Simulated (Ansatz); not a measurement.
**Ba$_{2}$BiBrO$_{2}$, a known structure type with other elements, at an estimated volume**

```
Ba Bi Br O
1.0
     4.52677    0.00000    0.00000
    -2.26338    3.92029    0.00000
    -2.26338    1.30676   10.36858
Ba Bi Br O
2 1 1 2
Direct
  0.74750 0.25250 0.24250
  0.25250 0.74750 0.75750
  0.50000 0.50000 0.50000
  0.00000 0.00000 0.00000
  0.43900 0.56100 0.31700
  0.56100 0.43900 0.68300
```

The numbers come from plane-wave PAW DFT (Ansatz): r2SCAN, no spin polarisation, 500 eV, 8×8×8 Γ-centred k points, cold occupations (width 0.0308 eV). Nothing was relaxed.

(1) What is the formation energy?

(2) Which element gives electrons and which takes them?

(3) Which atom feels the largest force, and which way?

(4) Describe some of the short contacts.

(5) Is there a gap?

(6) What does the stress say?

Origin: a known structure type with other elements, at an estimated volume, so it need not be a known compound. Caveats: atoms or cell far from equilibrium.

Answers

(1) -1.60 eV an atom against the elements' usual phases (free molecules for gases, crystals otherwise, with no correction for O₂ or N₂), so it is bound against them; other compounds may still compete. Relaxing would lower it.

(2) Bader charges in e: Ba +1.54, Bi +0.56, Br -0.85, O -1.39. In the mean Ba gives up most and O takes most.

(3) The largest is on O5 (and as large on other atoms): 9.36 eV/Å, components (0.00, 0.00, -9.36). It makes 180° with the line to a nearest neighbour, Bi3 at 1.90 Å, pointing away from it.

(4) Bi–O at 1.90 Å: least valence density 1.06 e/Å³ and ELF 0.26 there. Ba–O at 2.73 Å: least valence density 0.22 e/Å³ and ELF 0.11 there. Br–Ba at 3.63 Å: least valence density 0.07 e/Å³ and ELF 0.05 there. Both are smooth PAW fields, read partly inside the augmentation spheres.

(5) It is a metal, with about 1.4 states/eV a cell as the mean within 0.25 eV of the Fermi level, mostly Bi p (61 %) and O p (21 %).

(6) The pressure is 6.5 GPa (compression positive), so with the atoms held at these fractions the cell would first expand; the forces are large, so a full relaxation may end otherwise. The principal stresses -4.0, -4.0, 27.4 GPa differ, so its shape would change too.
